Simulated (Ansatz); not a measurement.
The calculation used DFT PBE, scalar-relativistic, plane waves, PAW in Ansatz. All cells share a 420 eV cutoff and Γ-centred k meshes spaced at most about 0.3 Å⁻¹ (about 0.25 or finer for metals, 2π included). No spin polarisation in the final relaxations.

These are static total energies at zero pressure. All come from trial cells, and lower structures may exist.

Problem. These unrelaxed guesses for ScGa2AsP2 are each relaxed within their symmetry. Order them by the energy at which they end, lowest first.
A.

```
Sc Ga P As
1.0
     4.06796    0.00000    0.00000
     0.00000    4.06796    0.00000
     0.00000    0.00000    7.22710
Sc Ga P As
1 2 2 1
Cartesian
  2.0340 2.0340 0.0000
  0.0000 0.0000 6.2399
  0.0000 0.0000 0.9872
  0.0000 2.0340 0.0000
  2.0340 0.0000 0.0000
  2.0340 2.0340 3.6135
```

B.

```
Sc Ga P As
1.0
     4.53874    0.00000    0.00000
     0.00000    4.53874    0.00000
     0.00000    0.00000    6.09542
Sc Ga P As
1 2 2 1
Direct
  0.00000 0.00000 0.50000
  0.50000 0.50000 0.74577
  0.50000 0.50000 0.25423
  0.50000 0.00000 0.00000
  0.00000 0.50000 0.00000
  0.00000 0.00000 0.00000
```

C.

```
Sc Ga P As
1.0
     4.34534    0.00000    0.00000
     0.00000    4.34534    0.00000
     0.00000    0.00000    5.57803
Sc Ga P As
1 2 2 1
Direct
  0.00000 0.00000 0.50000
  0.00000 0.50000 0.00000
  0.50000 0.00000 0.00000
  0.50000 0.50000 0.27880
  0.50000 0.50000 0.72120
  0.00000 0.00000 0.00000
```

D.

```
Sc Ga P As
1.0
     3.54248    0.00000    0.00000
     0.00000    3.54248    0.00000
     0.00000    0.00000    9.70182
Sc Ga P As
1 2 2 1
Direct
  0.50000 0.50000 0.00000
  0.50000 0.00000 0.79618
  0.00000 0.50000 0.20382
  0.50000 0.00000 0.33952
  0.00000 0.50000 0.66048
  0.00000 0.00000 0.00000
```

Solution. D (ends in P-4m2, 0 meV/atom), A (ends in P4/mmm, 0.35 eV/atom), C (ends in P4/mmm, 0.38 eV/atom), B (ends in P4/mmm, 0.46 eV/atom).

Cells relaxed within their symmetry can be saddle points. Some types were kept out of the candidates beforehand, so the set may lack a known form.
